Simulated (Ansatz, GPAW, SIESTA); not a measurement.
# Ge3Pd: 3 runs at one level of theory

```
Pd Ge
1.0
     4.14202    0.00000    0.00000
     0.00000    4.14202    0.00000
     0.00000    0.00000    4.14202
Pd Ge
1 3
Direct
  0.00000 0.00000 0.00000
  0.50000 0.50000 0.00000
  0.50000 0.00000 0.50000
  0.00000 0.50000 0.50000
```

The cell comes from a database or a generator and needn't be the stable form of this composition.

Alike in all runs: task band structure; functional LDA; k mesh 7 × 7 × 7; occupations fermi-dirac, width 0.05 eV; no spin polarisation; no spin-orbit coupling. LDA stands for any of its common fits. Pressure is positive in compression and, in plane waves, holds the error of the finite cutoff.

```tsv
program and potentials	plane-wave cutoff (eV)	notes	pressure (GPa)
GPAW, the program's PAW data sets (release 1.2.1) made for this functional	600	7 valence electrons an atom on average	?
SIESTA, files PseudoDojo sr-lda-0.4.1-standard, DZP (energy shift 0.003 Ry; two zetas on semicore shells)	-	atomic basis; 15 valence electrons an atom on average	-5.79
Ansatz, all-electron LAPW, scalar-relativistic	-	-	-6.98
```

Estimate from the other rows what the run with GPAW, the program's PAW data sets (release 1.2.1) made for this functional gave.

Pressure -7.06 GPa. The other rows, which needn't bracket it: pressure -6.98 to -5.79.
